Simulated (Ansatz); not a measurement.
**Response of Pb to small distortions**

```
Pb
1.0
     3.48000    0.00000    0.00000
    -1.74000    3.01377    0.00000
     0.00000    0.00000    5.59000
Pb
2
Direct
  0.33333 0.66667 0.25000
  0.66667 0.33333 0.75000
```

Atom numbers follow the list: Pb1, Pb2.

The cell is COD entry 1537623, as deposited and not checked against the literature; nothing was relaxed.

Spin–orbit coupling is left out, though it moves levels of the heavy atoms by tenths of an eV or more.

Level of theory: DFT, PBEsol, all-electron LAPW, scalar-relativistic (Ansatz 0.2.0).

Settings: a Γ-centred 14×14×8 k mesh, Fermi–Dirac smearing of 0.08 eV, basis error target 0.5 meV/atom, no spin polarisation.

The unchanged cell is at 1.00 GPa.

In a metal, stresses and small energies carry noise from the k mesh.

x, y and z are the Cartesian axes of the cell as listed; fractional coordinates follow a strain, and an engineering shear is twice the off-diagonal strain component.

Problem. One change gave: energy change +1 meV/atom; stress change (xx, yy, zz, yz, xz, xy) 0.04, 0.07, 0.05, -0.23, -0.24, -0.19 GPa, compression positive. Which change was it?
A. equal xy, yz and zx engineering shear strains of +1 %
B. equal xy, yz and zx engineering shear strains of -2 %
C. equal xy, yz and zx engineering shear strains of +2 %
D. equal xy, yz and zx engineering shear strains of -1 %

Solution. C. For equal xy, yz and zx engineering shear strains of -2 %: energy change +1 meV/atom; stress change (xx, yy, zz, yz, xz, xy) 0.05, 0.07, 0.06, 0.25, 0.24, 0.19 GPa, compression positive. For equal xy, yz and zx engineering shear strains of -1 %: energy change under 1 meV/atom; stress change (xx, yy, zz, yz, xz, xy) 0.01, 0.02, 0.01, 0.13, 0.12, 0.10 GPa, compression positive. For equal xy, yz and zx engineering shear strains of +1 %: energy change under 1 meV/atom; stress change (xx, yy, zz, yz, xz, xy) 0.02, 0.02, 0.01, -0.12, -0.12, -0.09 GPa, compression positive.
